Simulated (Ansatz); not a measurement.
Data:

Cs$_{2}$CaP$_{2}$O$_{7}$:
```
CELL_PARAMETERS angstrom
      5.16104     2.97100     0.00000
     -5.16104     2.97100     0.00000
     -3.52347     0.00000     6.50808
ATOMIC_POSITIONS crystal
  Cs 0.78612 0.21388 0.33493
  Cs 0.21586 0.78414 0.65561
  Ca 0.00243 0.99757 0.99822
  P  0.42861 0.57139 0.25672
  P  0.58035 0.41965 0.74491
  O  0.26029 0.31204 0.18970
  O  0.68796 0.73971 0.18970
  O  0.73028 0.69924 0.78152
  O  0.30076 0.26972 0.78152
  O  0.26944 0.73056 0.21635
  O  0.74678 0.25322 0.84482
  O  0.53562 0.46438 0.50339
```

This is the r²SCAN-relaxed structure.

### Question
All from r²SCAN in the plane-wave PAW code Ansatz, unless another level is named. Give the electron effective mass with spin–orbit coupling.

### Answer
0.41, 0.49, 0.49 mₑ (principal values).

### Question
And the gap with spin–orbit coupling?

### Answer
5.82 eV.

### Question
Give the hole effective mass.

### Answer
2.2, 2.7, 17 mₑ (principal values).

Space group Cm. The first step of the workflow began from a Materials Project structure, measured or hypothetical; the Crystallography Open Database copy checked does not list it. Whether it is the stable phase at ambient conditions was not checked. Symmetry was held in the r²SCAN relaxation; whether a distortion lowers the energy is not shown. Scalar-relativistic: spin–orbit coupling is off unless named, which matters more the heavier the elements.

Potentials: the later of the program's two PAW sets.
